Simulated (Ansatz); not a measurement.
**A relaxed cell of Cu₂F₃ against its rivals**

Atoms and cell were relaxed at zero pressure (5.8 % in volume from the start). The relaxed cell:

```xyz
10
Lattice="3.3918 2.7353 3.0274 3.3918 -2.7353 3.0274 3.9077 2.7353 -2.8435" Properties=species:S:1:pos:R:3 pbc="T T T"
F     6.5152    1.9167    1.3798
F     4.4339    1.9167   -1.1039
F     4.1760    0.8186    1.8315
F     6.2573    0.8186    4.3153
Cu    2.3787    0.0105    1.7437
Cu    4.6628    2.7458    1.3757
Cu    8.3125    2.7248    1.4676
Cu    6.0284   -0.0105    1.8357
F     1.8249    1.2628    0.0460
F     8.8664    1.4725    3.1654
```

Space group C2/c (No. 15); conventional cell a = 9.093 Å, b = 5.471 Å, c = 5.894 Å, α = 90.00°, β = 126.73°, γ = 90.00°.

Method: r2SCAN in Ansatz 0.2.0, PAW datasets, plane waves to 500 eV, 5×5×5 Γ-centred mesh, fermi-dirac occupations of width 0.095 eV. Spin: none; no U, no spin-orbit coupling.

Question: Where does it lie against the elements?

Answer: -1.481 eV an atom at 0 K against the elements' lowest computed crystals and the free molecules of gases, with no empirical correction.

Question: Is it stable against splitting into other phases?

Answer: Among the phases that we computed and relaxed alike, the lowest mixture with other formulas is 10 % Cu + 90 % CuF2 (shares of atoms). The cell lies 167 meV an atom above it, so it would gain by splitting into them.

The start was: a known structure type with other elements put in, at an estimated volume. An invented cell need not be a known compound.

Caveats: differences under 20 meV an atom lie within the error of meshes and cutoff; no moments were allowed, so a magnetic state may lie lower; the relaxation keeps the start's symmetry, so a distorted cell may lie lower; a metal without spin among anions, where moments or a distortion may lower the energy; the k mesh is coarse if the cell is a metal.
